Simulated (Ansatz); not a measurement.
AlN (wurtzite)

```
AlN
1.0
    3.12980     0.00000     0.00000
   -1.56490     2.71049     0.00000
    0.00000     0.00000     5.01733
Al N
2 2
Direct
  0.66667   0.33333   0.00337
  0.33333   0.66667   0.50337
  0.66667   0.33333   0.62183
  0.33333   0.66667   0.12183
```

The volume is varied about the relaxed value V₀ at fixed cell shape. The atoms relax within the cell's symmetry.

Calculation: PBE (plane waves to 420 eV, PAW, scalar-relativistic; Ansatz, a first-principles code). k mesh 12×12×7 (Γ-centred), Fermi-Dirac smearing 0.05 eV. Energies are smeared free energies. With the shape held, the modulus is that of even scaling; a crystal free to change shape is softer. AlN was relaxed with its symmetry unable to fall. The PAW data are Ansatz's earlier set. ΔE is measured from the relaxed starting cell.

```csv
V (Å³/atom),ΔE (meV/atom)
8.938,218.3
9.222,144.2
9.506,87.9
9.790,47.2
10.073,20.0
10.357,4.8
10.641,0.0
10.925,4.4
11.208,16.8
11.492,36.3
11.776,61.9
12.060,92.9
12.343,128.7
```

Task: What is the fitted pressure derivative B₀′?

Result: 3.9.

Task: What bulk modulus at fixed cell shape B₀ follows from a third-order Birch-Murnaghan fit?

Result: 193 GPa. Check by three points about V = 10.641 Å³/atom, step 0.284: d²E/dV² ≈ (4.8 − 2·0.0 + 4.4) meV / 0.284² = 0.114 eV/Å⁶, and V·d²E/dV² × 160.2 = 195 GPa.

(A scan under strain: stresses follow from slopes of the energy per volume, elastic moduli from its curvatures.)
